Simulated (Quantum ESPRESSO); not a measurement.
# Computed records: LiMgAl3ZnW2 (simulated cell)

Calculation on a made-up metal alloy cell, not a measurement, one composition run in several site patterns on the same cell and positions: no spin or spin-orbit, unrelaxed, 2900 K smearing, stress positive in tension, cell energy less fitted offsets; periodic Kohn-Sham density functional theory in plane waves with PseudoDojo standard norm-conserving scalar-relativistic pseudopotentials, each functional with its own files (v0.5 for PBE, v0.4.1 for LDA and PBEsol), eight atoms on drawn sites of a strained close-packed or body-centred lattice, each displaced and held fixed; the energy is the cell's free energy, ions and the entropy term -TS included, at the stated Fermi-Dirac width, less a fixed offset for each atom's element (shifted free energy); compositions with an open d shell lost a parallel starting moment in a cheaper test run, and other magnetic orders were not tried; an error bar is the largest change of its kind in a tighter rerun, never given below 0.002 eV, 0.02 GPa or 0.003 eV/angstrom, and covers cutoff and k-mesh only, not smearing or the files. Program: Quantum ESPRESSO 7.5.

```cif
# cell vector a (Å): -2.9525 0.0000 0.0000
# cell vector b (Å): 0.0000 5.1139 -4.9018
# cell vector c (Å): 0.0000 -5.1139 -4.9018
data_LiMgAl3ZnW2
_symmetry_space_group_name_H-M 'P 1'
_symmetry_Int_Tables_number 1
_cell_length_a 2.9525
_cell_length_b 7.0838
_cell_length_c 7.0838
_cell_angle_alpha 92.426
_cell_angle_beta 90.000
_cell_angle_gamma 90.000
_cell_volume 148.02
loop_
_atom_site_label
_atom_site_type_symbol
_atom_site_fract_x
_atom_site_fract_y
_atom_site_fract_z
_atom_site_occupancy
Li1 Li 0.99069 0.00417 0.00797 1
Mg1 Mg 0.00464 0.41695 0.09237 1
Al1 Al 0.99529 0.49568 0.48880 1
Al2 Al 0.01483 0.90531 0.59020 1
Al3 Al 0.49114 0.17567 0.34371 1
Zn1 Zn 0.48024 0.24747 0.74107 1
W1 W 0.49934 0.67545 0.82839 1
W2 W 0.50882 0.75555 0.25320 1
_calc_lattice_type 'hexagonal close-packed'
_calc_functional 'pbe'
_calc_cutoff 1143  # eV
_calc_fermi_dirac_smearing 0.25  # eV
_calc_electrons_removed 0
_calc_k_mesh '8 x 4 x 4 shifted half a step off Gamma on each axis'
_calc_structure_shown 'pattern 1, with the other patterns on the same cell and positions'
```

Atoms:
```csv
atom site,pattern 1 element,pattern 2 element,pattern 3 element,pattern 4 element,pattern 5 element,pattern 6 element
1,Li,Al,Al,Zn,Al,Li
2,Mg,W,Al,Al,Mg,Zn
3,Al,Al,Al,W,Al,Al
4,Al,Zn,Zn,Li,W,Mg
5,Al,Li,W,Al,Al,W
6,Zn,Al,Mg,Mg,Zn,Al
7,W,Mg,W,Al,W,Al
8,W,W,Li,W,Li,W
```

Offsets:
```csv
element,energy per atom (eV)
Al,-63.26
Li,-195.67
Mg,-1616.19
W,-2063.48
Zn,-5688.29
```

Results:
```csv
pattern,energy above first pattern (eV),entropy term negative ts (eV),pressure (GPa),stress xx (GPa),stress yy (GPa),stress zz (GPa),rms force component (eV/Å),shifted free energy (eV)
1,0,-0.959,-12.3,13.29,8.77,14.83,0.411,0.925
2,-0.075,-1.039,-12.14,14.93,8.15,13.35,0.42,0.85
3,-0.437,-1.051,-13.11,16.93,10.34,12.07,0.343,0.489
4,-0.454,-0.943,-11.98,12.62,9.18,14.13,0.362,0.471
5,0.002,-1.083,-11.08,11.74,9.12,12.37,0.547,0.927
6,0.315,-0.949,-11.61,12.98,8.25,13.59,0.415,1.241
```

Notes: heavy elements are run without spin-orbit coupling, which real alloys of them have; a spin test at this wide smearing found no moment, but such smearing suppresses magnetism that the real alloy may have; unrelaxed patterns on shared displaced sites, so differences are not ordering energies; lattice, volume and sites are drawn at random and may be unstable or far from any real phase; energies are for the whole cell, less offsets fitted to these runs, so they are not formation energies; error bars: energy 0.0033 eV, stress 0.02 GPa, force 0.0073 eV/Å, from a tighter rerun of a related cell, whose elements or sites may differ.
